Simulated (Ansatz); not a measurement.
SnSe$_{2}$ (CdI2 type)

```
CELL_PARAMETERS angstrom
      3.83990     0.00000     0.00000
     -1.91995     3.32545     0.00000
      0.00000     0.00000     6.00885
ATOMIC_POSITIONS crystal
  Sn 0.00000 0.00000 0.00000
  Se 0.33333 0.66667 0.26521
  Se 0.66667 0.33333 0.73479
```

This relaxed cell (volume V₀) is scaled evenly in all directions, its shape held. The atoms relax within the cell's symmetry.

All values below come from PBE-D3(BJ) (plane waves to 420 eV, PAW, scalar-relativistic; Ansatz, a first-principles code). k mesh 10×10×6 (Γ-centred), Fermi-Dirac smearing 0.05 eV. E stands for the smeared free energy. SnSe2 was relaxed with its symmetry unable to fall. ΔE is measured from the relaxed starting cell.

| V (Å³/atom) | ΔE (meV/atom) |
|---|---|
| 21.484 | [?] |
| 22.303 | 70 |
| 23.121 | 36 |
| 23.940 | [?] |
| 24.758 | 4 |
| 25.576 | 0 |
| 26.395 | 3 |
| 27.213 | 12 |
| 28.032 | 25 |
| 28.850 | 41 |
| 29.669 | 61 |

**Question.** Some entries are withheld; supply them.

**Answer.** 
- 21.484, ΔE (meV/atom): 117
- 23.940, ΔE (meV/atom): 15

(Under strain, the slope of the energy per volume gives the stress and its curvature an elastic modulus.)
